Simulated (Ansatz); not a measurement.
## What a trial cell of Ti₆Ge relaxes into

All numbers below come from Ansatz, DFT PBE, scalar-relativistic, plane waves, PAW. Cutoff 420 eV, Gaussian smearing, Γ-centred meshes. Cell and atoms relax first on a coarse mesh, the cell is then made exact in the group found at 0.06 to 0.08 Å, and last on a converged mesh; the steps can't lower the symmetry of their start. No spin polarisation.

Recipe of this trial structure of Ti₆Ge: random cell by space group and Wyckoff sites (I4/mmm, No. 139). The dimensions are guesses.

```
Ti Ge
1.0
    -3.08098    3.08098    3.20046
     3.08098   -3.08098    3.20046
     3.08098    3.08098   -3.20046
Ti Ge
6 1
Direct
  0.50000 0.50000 0.50000
  0.00000 0.00000 0.50000
  0.50000 0.00000 0.00000
  0.00000 0.50000 0.00000
  0.50000 0.00000 0.50000
  0.00000 0.50000 0.50000
  0.00000 0.00000 0.00000
```

Energies over the elements count from the elements' standard structures at the same level, with no fitted energy shifts.

**Question.** What does it relax into?

**Answer.** The symmetry stays I4/mmm (No. 139). The volume per atom grows by 4.3 %, from 17.4 to 18.1 Å³. The shortest distance goes from 2.70 Å (Ti–Ge and Ti–Ti) to 2.74 Å (Ti–Ge and Ti–Ti). The ratio c/a of the conventional cell changes by a factor of 0.90. Conventional cell: a = 6.480 Å, c = 6.038 Å. Ti on a site of symmetry 2/m has 2 Ge at 2.74 Å, 4 Ti at 2.74 Å, 2 Ti at 3.02 Å and 4 Ti at 3.24 Å; Ti on a site of symmetry mmm has 8 Ti at 2.74 Å, 2 Ti at 3.02 Å and 2 Ge at 3.24 Å; around Ge lie 8 Ti at 2.74 Å and 4 Ti at 3.24 Å.

```xyz
7
Lattice="-3.2398 3.2398 3.0188 3.2398 -3.2398 3.0188 3.2398 3.2398 -3.0188" Properties=species:S:1:pos:R:3 pbc="T T T"
Ti    1.6199    1.6199    1.5094
Ti    1.6199    1.6199   -1.5094
Ti   -1.6199    1.6199    1.5094
Ti    1.6199   -1.6199    1.5094
Ti    0.0000    3.2398    0.0000
Ti    3.2398    0.0000    0.0000
Ge    0.0000    0.0000    0.0000
```

**Question.** How does it come out in energy, and is it a metal?

**Answer.** The formation energy is +0.11 eV/atom and the gap on the 8×8×8 mesh of the 7-atom cell is 0 eV (a metal).

A positive value: parting into the elements would lower its energy.

The last run used Gaussian smearing of 0.10 eV. Symmetry constrained the relaxation, so the result can be a saddle point. Another cell of the same search, in C2, lies 0.31 eV/atom lower, so this cell isn't the stable form at this level.
